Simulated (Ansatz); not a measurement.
The calculation used Ansatz, DFT PBE, scalar-relativistic, plane waves, PAW. Settings: cutoff 420 eV, Γ-centred meshes spaced at most about 0.3 Å⁻¹, and about 0.25 Å⁻¹ or finer for metals (2π included), Gaussian smearing. No spin polarisation in the final relaxations.

All energies are static (0 K, no zero-point motion). All come from trial cells, and lower structures may exist.

Question: Order these relaxed structures of Te3O2 by energy, lowest first, with the energy over the lowest of them.
A.

```cif
data_structure
_symmetry_space_group_name_H-M 'R-3m:H'
_symmetry_Int_Tables_number 166
_cell_length_a 7.3869
_cell_length_b 7.3869
_cell_length_c 7.4609
_cell_angle_alpha 90.000
_cell_angle_beta 90.000
_cell_angle_gamma 120.000
_cell_volume 352.57
loop_
_atom_site_label
_atom_site_type_symbol
_atom_site_symmetry_multiplicity
_atom_site_Wyckoff_symbol
_atom_site_fract_x
_atom_site_fract_y
_atom_site_fract_z
_atom_site_occupancy
Te1 Te 9 d 0.83333 0.16667 0.16667 1
O1 O 6 c 0.00000 0.00000 0.76018 1
```

B.

```cif
data_structure
_symmetry_space_group_name_H-M 'P6/mmm'
_symmetry_Int_Tables_number 191
_cell_length_a 6.0781
_cell_length_b 6.0781
_cell_length_c 3.7327
_cell_angle_alpha 90.000
_cell_angle_beta 90.000
_cell_angle_gamma 120.000
_cell_volume 119.43
loop_
_atom_site_label
_atom_site_type_symbol
_atom_site_symmetry_multiplicity
_atom_site_Wyckoff_symbol
_atom_site_fract_x
_atom_site_fract_y
_atom_site_fract_z
_atom_site_occupancy
Te1 Te 3 g 0.50000 0.00000 0.50000 1
O1 O 2 e 0.00000 0.00000 0.16852 1
```

C.

```cif
data_structure
_symmetry_space_group_name_H-M 'P-3m1'
_symmetry_Int_Tables_number 164
_cell_length_a 3.9777
_cell_length_b 3.9777
_cell_length_c 7.9329
_cell_angle_alpha 90.000
_cell_angle_beta 90.000
_cell_angle_gamma 120.000
_cell_volume 108.70
loop_
_atom_site_label
_atom_site_type_symbol
_atom_site_symmetry_multiplicity
_atom_site_Wyckoff_symbol
_atom_site_fract_x
_atom_site_fract_y
_atom_site_fract_z
_atom_site_occupancy
Te1 Te 1 a 0.00000 0.00000 0.00000 1
Te2 Te 2 d 0.33333 0.66667 0.63591 1
O1 O 2 d 0.33333 0.66667 0.90570 1
```

D.

```cif
data_structure
_symmetry_space_group_name_H-M 'P-3m1'
_symmetry_Int_Tables_number 164
_cell_length_a 6.1833
_cell_length_b 6.1833
_cell_length_c 4.8580
_cell_angle_alpha 90.000
_cell_angle_beta 90.000
_cell_angle_gamma 120.000
_cell_volume 160.86
loop_
_atom_site_label
_atom_site_type_symbol
_atom_site_symmetry_multiplicity
_atom_site_Wyckoff_symbol
_atom_site_fract_x
_atom_site_fract_y
_atom_site_fract_z
_atom_site_occupancy
Te1 Te 3 e 0.50000 0.50000 0.00000 1
O1 O 2 d 0.33333 0.66667 0.27753 1
```

Answer: A (0 meV/atom), C (212 meV/atom), D (224 meV/atom), B (540 meV/atom). Forms: A R-3m; C P-3m1; D P-3m1; B P6/mmm. Counting O atoms around Te (those within 1.25 times the shortest such distance or 1.15 times the sum of covalent radii, 1.27 where that leaves under three; a plus sign parts nearer from farther groups; the shortest distance is added where it exceeds 1.18 times the sum of covalent radii; a slash parts the counts of unlike sites): A has Te 2; C has Te 1/6 from 2.4 Å; D has Te 2; B has Te 4+4 from 3.3 Å. B holds O–O pairs (shortest 1.26 Å, as in O₂) (bonds between like non-metal atoms; other contacts aren't counted).

For metals, differences of a few meV/atom aren't resolved. No dispersion correction is applied, so the spacing and binding between layers, chains or molecules are poorly described (P-3m1 at 32.2 Å³/atom, P6/mmm), and this can change margins and order among such cells. Spin–orbit coupling, which can matter for Te, is left out. A magnetic state wasn't ruled out in cells without spin, among them P-3m1 at 32.2 Å³/atom. Cells relaxed within their symmetry can be saddle points. Some structure types and database cells were kept out of the candidates from the start, so a known form may be missing.
